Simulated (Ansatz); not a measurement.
A: CdSe (zinc blende), a = 6.1964 Å, b = 6.1964 Å, c = 6.1964 Å, α = 90.00°, β = 90.00°, γ = 90.00°
B: HfO₂ (fluorite), a = b = c = 5.098 Å, α = β = γ = 90.00°
C: KTaO$_{3}$ (cubic perovskite), a = 4.0232 Å, b = 4.0232 Å, c = 4.0232 Å, α = 90.00°, β = 90.00°, γ = 90.00°

Scan: energy over volume and axial ratio (atoms clamped). One method and one kind of scan serve all of them; meshes and ranges differ. All were relaxed with their symmetry unable to fall. HfO2 is run without spin polarisation. KTaO3 is run without spin polarisation. Spin-orbit coupling is left out. The PAW data are Ansatz's earlier set. This is a high-temperature form of HfO2.

**Question.** Put the candidates in order of shear modulus C′ = (C11 − C12)/2 (fitted), lowest first, for PBE (plane waves to 420 eV, PAW, scalar-relativistic; Ansatz, a program for electronic structure).

**Answer.** A (9 GPa), C (170 GPa), B (225 GPa)

(Under strain, the slope of the energy per volume gives the stress and its curvature an elastic modulus.)
